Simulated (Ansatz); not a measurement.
Structure relaxation, CdTe

The start is a generated cell, CdTe built in the zincblende structure type. Cell shape, volume and atoms are optimised at zero target pressure with PBEsol (plane waves to 420 eV, PAW, scalar-relativistic; Ansatz, an electronic-structure program). First-step values are on the input's coarse k-mesh.

Ansatz input (later rounds restart from its end on a renewed k-mesh):
Ansatz 0.2 input:
```yaml
crystal:
  lattice:
    - [0, 3.318333, 3.318333]
    - [3.318333, 0, 3.318333]
    - [3.318333, 3.318333, 0]
  atoms:
    - { symbol: Te, position: [0.75, 0.75, 0.75] }
    - { symbol: Cd, position: [0, 0, 0] }
basis: { ecutwfc: 420, ecutrho_ratio: 4, xc_grid: 2, fft_grid_basis: typed }
kpoints: { mp_grid: { grid: [6, 6, 6] } }
hamiltonian:
  xc: pbesol
  dispersion: none
  pseudopotentials: { azcp: { folder: ./paw }, kind: paw }
scf: { occupations: { method: fermi_dirac, width: 0.05 } }
relax: { f_tol: 0.01, max_steps: 100, cell: { stress_tol: 0.02 } }
output: { forces: true, stress: true }
```

Question: How large is the pressure on the unrelaxed cell, and of which sign?

Answer: -2.4 GPa (negative: the cell is under tension).

Question: How much energy is released per atom?

Answer: 0.02 eV/atom.

Question: How does the volume change?

Answer: -6.5 %, from 36.54 to 34.15 Å³/atom.

Question: How do the shortest distances between atoms change?

Answer: The closest pairs of elements (up to four, under 3.6 Å), start → end: Cd–Te 2.87 → 2.81 Å.

Question: What band gap does the relaxed structure have at this level?

Answer: 0.65 eV, direct at Γ (no spin-orbit coupling).

The space group stays F-43m (No. 216) (the run could not lower it); the end is zinc blende type, with 2 atoms in the primitive cell. Final values are on a 9×9×9 k-mesh of the relaxed cell. No spin polarisation in the result. Spin-orbit coupling is missing; with elements this heavy it can move band edges by tenths of an eV or more.

The run could not lose the symmetry of its start; a randomly shaken copy of 2 atoms returns to this structure.

All atoms sit on sites fixed by symmetry, so only the cell could relax.
